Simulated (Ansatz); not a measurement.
**TiO2 with an O vacancy: gradients before and after relaxing the atoms**

Start: a supercell of TiO2 (rutile type, P4_2/mnm) built from a computed structure from the Materials Project (it need not be an observed phase), with all atoms left at the host's positions.

Space group Pmm2 (No. 25); a = 6.5052, b = 8.8776, c = 6.5052 Å.

```csv
site,Wyckoff,site symmetry,x,y,z
Ti1,2g,m..,0.0000,0.8333,0.5000
Ti3,1b,mm2,0.0000,0.5000,0.5000
Ti4,2h,m..,0.5000,0.8333,0.0000
Ti6,1d,mm2,0.5000,0.5000,0.0000
Ti7,1a,mm2,0.0000,0.0000,0.0000
Ti8,2g,m..,0.0000,0.3333,0.0000
Ti10,1c,mm2,0.5000,0.0000,0.5000
Ti11,2h,m..,0.5000,0.3333,0.5000
O13,2g,m..,0.0000,0.3333,0.6957
O15,1c,mm2,0.5000,0.0000,0.1957
O16,2h,m..,0.5000,0.3333,0.1957
O18,4i,1,0.6957,0.8333,0.5000
O20,2f,.m.,0.6957,0.5000,0.5000
O21,4i,1,0.1957,0.8333,0.0000
O23,2f,.m.,0.1957,0.5000,0.0000
O30,1a,mm2,0.0000,0.0000,0.3043
O31,2g,m..,0.0000,0.3333,0.3043
O33,1c,mm2,0.5000,0.0000,0.8043
O34,2h,m..,0.5000,0.3333,0.8043
```

One atom of each set is listed; the run and its k-mesh use a cell of 35 atoms with edges of 6.51, 6.51, 8.88 Å.

Level of theory: DFT, PBE, plane waves and PAW, scalar-relativistic, 420 eV cutoff, Γ-centred 3×3×2 k-points, Fermi–Dirac smearing 0.01 eV, cell charge +2 (Ansatz 0.2.0).

The largest force at the start is 5.1 eV/Å. Relaxing the ions at fixed cell moves them by 0.305 Å at most (atom 7, Ti) and 0.102 Å rms.

| site | moved (Å) | first shell before | first shell after | V_zz before (10²¹ V/m²) | η before |
| --- | --- | --- | --- | --- | --- |
| Ti1 | 0.258 | 5 O at 1.95–1.98 Å | 5 O at 1.77–1.96 Å | 13.62 | 0.08 |
| Ti3 | 0.058 | 6 O at 1.95–1.98 Å | 6 O at 1.90–1.98 Å | -1.22 | 0.96 |
| Ti4 | 0.024 | 6 O at 1.95–1.98 Å | 6 O at 1.92–2.01 Å | -2.54 | 0.54 |
| Ti6 | 0.117 | 6 O at 1.95–1.98 Å | 6 O at 1.90–2.02 Å | -2.18 | 0.30 |
| Ti7 | 0.305 | 5 O at 1.95–1.98 Å | 5 O at 1.84–1.93 Å | 13.34 | 0.25 |
| Ti10 | 0.019 | 6 O at 1.95–1.98 Å | 6 O at 1.94–2.01 Å | -1.93 | 0.53 |
| Ti11 | 0.076 | 6 O at 1.95–1.98 Å | 6 O at 1.92–2.04 Å | -1.63 | 0.48 |
| O13 | 0.052 | 3 Ti at 1.95–1.98 Å | 3 Ti at 1.88–1.93 Å | -3.32 | 0.63 |
| O15 | 0.017 | 3 Ti at 1.95–1.98 Å | 3 Ti at 1.94–1.97 Å | 2.11 | 0.65 |
| O21 | 0.076 | 3 Ti at 1.95–1.98 Å | 3 Ti at 1.93–2.01 Å | 1.46 | 0.94 |
| O30 | 0.167 | 3 Ti at 1.95–1.98 Å | 3 Ti at 1.84–1.92 Å | 7.28 | 0.34 |
| O31 | 0.080 | 3 Ti at 1.95–1.98 Å | 3 Ti at 1.77–2.02 Å | 5.25 | 0.83 |
| O33 | 0.011 | 3 Ti at 1.95–1.98 Å | 3 Ti at 1.92–2.01 Å | 2.10 | 0.70 |
| O34 | 0.012 | 3 Ti at 1.95–1.98 Å | 3 Ti at 1.92–2.02 Å | 2.09 | 0.81 |

Problem. What are V_zz and η after the relaxation?

Solution. 

```tsv
site	V_zz after	η after	change of V_zz
Ti1	8.84	0.20	-4.78
Ti3	-1.60	0.50	-0.38
Ti4	-3.14	0.95	-0.60
Ti6	-3.08	0.31	-0.90
Ti7	8.18	0.32	-5.16
Ti10	-0.60	0.44	+1.33
Ti11	1.41	0.17	–
O13	-2.97	0.84	+0.35
O15	-1.80	1.00	–
O21	-1.77	0.99	–
O30	-3.99	0.95	–
O31	-3.15	0.63	–
O33	2.43	0.64	+0.33
O34	-2.00	0.97	–
```

The largest change of V_zz along a kept axis is on Ti7, from 13.34 to 8.18. In per cent, |V_zz| changes by -69 to +41 on Ti, -10 to +16 on O (all sites that start above 0.5, bar those whose gradient vanishes or changes sign or whose main axis turns by over 40°). Where |V_zz| stays above 0.1 and the axes keep their order, η moves most on Ti3, from 0.96 to 0.50. On O30, O31, O15, O34, Ti11, O21 the largest principal value lies along another axis in the second run, so the two V_zz can't be compared directly. The table leaves out 5 of the 19 sites, with |V_zz| up to 3.45; their tensors move by 1.40 at most along any direction. The statements above cover all sites. The host's own positions weren't relaxed first, so part of the change far from the defect can be the host's relaxation.

The defect repeats with the cell of 35 atoms, so it feels its images: sites between two images don't show the values beside a lone defect, and zeros or small values of η there can come from the images' arrangement. O and Ti carry a gradient in the pure host already, so the values there aren't the defect's effect alone. A uniform background compensates the cell's charge.
Before: The cell keeps the host's lattice, where the PBE pressure is 6 GPa (in a charged cell this depends on the convention for the mean potential). The neighbours have not yet relaxed around the defect (largest force 5.1 eV/Å), so the values at and beside it are those of a strained start, not of the defect in a real crystal.
After: The cell keeps the host's lattice, where the PBE pressure is 8 GPa (in a charged cell this depends on the convention for the mean potential).
